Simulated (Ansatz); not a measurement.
Ansatz (an electronic-structure program) input:

Ansatz 0.2 input:
```yaml
crystal:
  lattice:
    - [3.5868814977, 4.344486365, 0.0]
    - [-3.5868814977, 4.344486365, 0.0]
    - [-1.7503511601, 0.0, 5.2793027073]
  atoms:
    - { symbol: Pd, position: [0.9598871352, 0.0401128648, 0.4650090439] }
    - { symbol: Pd, position: [0.550555871, 0.449444129, 0.4731221483] }
    - { symbol: Pd, position: [0.6597157683, 0.8290615051, 0.1299098965] }
    - { symbol: Pd, position: [0.1709384949, 0.3402842317, 0.1299098965] }
    - { symbol: Pb, position: [0.1292290139, 0.8707709861, 0.0123374932] }
    - { symbol: Pb, position: [0.6416963875, 0.3583036125, 0.0051407295] }
    - { symbol: Bi, position: [0.0535977763, 0.4966204469, 0.5742853961] }
    - { symbol: Bi, position: [0.5033795531, 0.9464022237, 0.5742853961] }
kpoints:
  mp_grid: { grid: [8, 8, 8] }
basis: { xc_grid: 2, fft_grid_basis: typed }
hamiltonian:
  xc: pbesol
  pseudopotentials: { kind: paw }
scf:
  occupations: { method: gaussian, width: 0.1 }
checkpoint: { read: metal.run }
output: { write_density: true, elf: true, volumetric_format: npy }
```

Output (shortened):

```
Pseudopotentials: kind: paw
Pseudopotential: Pd, paw, valence charge 18
Pseudopotential: Pb, paw, valence charge 14
Pseudopotential: Bi, paw, valence charge 15
Functional definition: PBEsol
Crystal: 8 atoms, lattice volume = 164.536 Å³
Basis set: ecut = 420 eV, 3239 PW (Γ), exchange–correlation on 80×80×80 points (8 copies of the dense FFT grid, shifted against one another)
Bands: 78, of which v1, the nominal top of the filled ones, is band 65 counted from 1 (64 counted from 0)
Symmetry: 2 space group operations
Space group: Cm (ITA 8), of the structure as read, at distance tolerance 5.5e-5 Å
k-points: 150 of 512 (time reversal used)
PAW frozen core: Pd, regenerated for the run's functional, and the local potential with it
PAW frozen core: Pb, regenerated for the run's functional, and the local potential with it
PAW frozen core: Bi, regenerated for the run's functional, and the local potential with it
Initial density: read from a saved state, or passed on in memory by an earlier SCF of this step, an earlier step, the calling program or the single point that …
Stability of the state it starts from, as read at its close in the unpolarized treatment …
Initial wavefunctions: pseudopotential atomic-orbital guess
Eigensolver: davidson
Functional: x = pbesol(κ = 0.804, μ = 0.12345679012345678), c = pbesol(β = 0.046)
iter 1 solved again at ethr=7.43e-8 eV; its pass at ethr=3.10e-3 eV (dr2=9.67e-5 eV) is discarded
SCF iter   1: F=—  HF=-75622.880354 eV  |F-HF|=—  |Δ(HF+E_count)|=         —  Δρ=4.97e-7  dr2=3.15e-10  ethr=7.43e-8  ⟨swp⟩=4.0  Hψ=81709  notcnv=0
all-band conjugate gradients solve this SCF's bands
preconditioner: auto → Kerker (q_TF=auto, 2.623 Å⁻¹)
SCF iter   2: F=-75622.880354 eV  HF=-75622.880354 eV  |F-HF|=1.31e-10  |Δ(HF+E_count)|=   4.13e-8  Δρ=3.49e-7  dr2=1.66e-10  ethr=1.00e-12  ⟨swp⟩=9.7  Hψ=59500  notcnv=0
SCF 1 converged in 2 iterations: F = -75622.880354 eV  dr2 = 1.66e-10
SCF converged after 2 iterations
Free energy (F): -75622.880354 eV
Harris-Foulkes:  -75622.880354 eV  (|F-HF|=1.31e-10)
Internal energy: -75622.864200 eV  (E = F + TS)
E sigma→0 (E₀):  -75622.872277 eV
Entropy (-TS):   -0.016154 eV (-2.019 meV/atom)
Fermi energy:    15.772807 eV
--- Per-component energies (eV) ---
  E_band       = -834.751517
  E_kinetic    = 3253.236021
  E_local      = -13333.691671  (includes V_loc(G=0)·N_el)
  E_nonlocal   = 2710.615879
  E_hartree    = 5259.301640
  E_xc         = -1411.206167
  E_vxc        = -1401.616882  (∫ρ·V_xc dr)
  E_paw        = -56281.297649  (= ΣΔE_a)
  E_vpaw       = -2581.899539  (= ΣTr[D̂ρ^β])
  E_aug_tail   = 0.000014  (compensation charges beyond the density's cutoff)
  E_ewald      = -15821.336101
  E_core_change = 1.513834  (= ΣΔE_core)
  E_smearing   = -0.016154  (= −TS)
  E_closure    =  0.000000  (closes the sum)
  Σ components = -75622.880354   (vs F -75622.880354, Δ=0.00e0)
  [band-id]    e_kinetic+e_local+e_nonlocal+2·e_hartree+e_vxc+e_vpaw+e_augmentation_tail = -834.752898   (vs E_band -834.751517, Δ=-1.38e-3)
--- Band table (eV; the first three rows and the last of 150) ---
  k-point 0: bands = ["-68.5076", "-68.4998", "-68.3994", "-68.3993", "-34.3279", "-34.3266", "-34.3176", "-34.3080", "-34.2591", "-34.2348", "-34.1902", "-34.1901", "-34.1840", "-34.1735", "-34.1469", "-34.1387", "-7.0254", "-6.9948", "-6.9927", "-6.9697", "-6.9573", "-6.9571", "-6.9513", "-6.9469", "-6.9421", "-6.9023", "-1.0201", "-0.9863", "-0.9517", "-0.9359", "-0.8981", "-0.8920", "-0.8820", "-0.8741", "-0.8605", "-0.7594", "3.1529", "5.1961", "6.6657", "7.4661", "10.9291", "11.0992", "11.2360", "11.9272", "12.0509", "12.1902", "12.2419", "12.4693", "12.5129", "12.6593", "12.8843", "13.0187", "13.1830", "13.2560", "13.4693", "13.5906", "13.7024", "13.7037", "13.8527", "13.9945", "14.0010", "14.2281", "14.3305", "14.3697", "14.5086", "14.6410", "16.7806", "17.1175", "17.1323", "18.9194", "18.9507", "19.6465", "19.9372", "20.3179", "20.7035", "21.2610", "22.3339", "22.5250"]
  k-point 1: bands = ["-68.5076", "-68.4998", "-68.3994", "-68.3993", "-34.3279", "-34.3266", "-34.3176", "-34.3080", "-34.2590", "-34.2348", "-34.1902", "-34.1902", "-34.1840", "-34.1735", "-34.1469", "-34.1387", "-7.0256", "-6.9948", "-6.9927", "-6.9691", "-6.9574", "-6.9573", "-6.9513", "-6.9469", "-6.9420", "-6.9023", "-1.0201", "-0.9863", "-0.9516", "-0.9334", "-0.8985", "-0.8922", "-0.8822", "-0.8740", "-0.8606", "-0.7595", "3.2163", "5.1976", "6.5457", "7.4618", "10.9327", "11.0258", "11.2777", "11.9475", "12.0805", "12.1248", "12.2708", "12.5231", "12.5315", "12.6583", "12.9106", "12.9752", "13.1391", "13.1677", "13.2532", "13.5468", "13.7275", "13.7777", "13.8645", "14.0325", "14.1391", "14.1773", "14.3244", "14.3510", "14.6500", "14.7020", "16.9685", "17.2471", "17.2621", "18.5716", "18.7254", "19.3482", "19.9447", "20.1401", "20.6198", "21.3025", "22.5419", "23.3703"]
  k-point 2: bands = ["-68.5076", "-68.4998", "-68.3994", "-68.3993", "-34.3280", "-34.3265", "-34.3176", "-34.3080", "-34.2590", "-34.2348", "-34.1903", "-34.1902", "-34.1840", "-34.1735", "-34.1469", "-34.1387", "-7.0261", "-6.9947", "-6.9927", "-6.9679", "-6.9580", "-6.9572", "-6.9513", "-6.9469", "-6.9416", "-6.9023", "-1.0200", "-0.9863", "-0.9514", "-0.9280", "-0.8990", "-0.8926", "-0.8827", "-0.8737", "-0.8609", "-0.7596", "3.3899", "5.2012", "6.2286", "7.4567", "10.9389", "10.9653", "11.3470", "11.9761", "12.0712", "12.1333", "12.2558", "12.5319", "12.5831", "12.7026", "12.8803", "12.9324", "12.9540", "13.0455", "13.1647", "13.5297", "13.6411", "13.6974", "13.8904", "13.9277", "14.1039", "14.2796", "14.4654", "14.6991", "14.7299", "14.9154", "17.1403", "17.4058", "17.4356", "18.1807", "18.2249", "19.1590", "19.7408", "19.9555", "20.7952", "22.0827", "22.8830", "24.5110"]
  k-point 149: bands = ["-68.5074", "-68.5000", "-68.3997", "-68.3990", "-34.3309", "-34.3269", "-34.3178", "-34.3023", "-34.2678", "-34.2287", "-34.1891", "-34.1877", "-34.1837", "-34.1788", "-34.1465", "-34.1391", "-7.0226", "-6.9949", "-6.9768", "-6.9654", "-6.9587", "-6.9565", "-6.9516", "-6.9438", "-6.9353", "-6.9169", "-1.0098", "-0.9607", "-0.9490", "-0.9176", "-0.9103", "-0.8781", "-0.8773", "-0.8669", "-0.8642", "-0.7810", "4.4792", "4.9405", "6.6432", "7.3898", "9.6902", "9.8389", "10.2428", "10.7697", "11.2978", "11.4966", "12.0937", "12.2461", "12.3490", "12.4903", "12.5313", "12.6154", "12.6334", "12.8415", "13.2564", "13.5387", "13.6085", "13.9057", "13.9532", "14.0172", "14.1630", "14.2587", "14.2746", "14.6109", "17.5272", "17.8664", "18.2800", "19.0153", "19.6816", "19.8166", "19.9476", "20.6629", "20.8891", "21.1085", "21.3982", "21.8589", "22.2242", "22.2743"]
  band table: 78 of 78 bands, residual norms ≤ 1.0e-3 eV
```

Cost: very roughly 90 core-seconds on shared cores.

The workflow started from an entry of the Crystallography Open Database (COD), which files this formula under 2 space groups. Its standing as an ambient phase is unchecked. The cell was relaxed with PBEsol under the symmetry of its start; its stability against distortions is not shown here. No spin polarisation was allowed. Axis ratios of metals converge slowly with the k-mesh, so a and c are less sure than the volume. Spin–orbit coupling is left out wherever it is not named.

Potentials: the later of the program's two PAW sets.

Ansatz is a plane-wave DFT program.
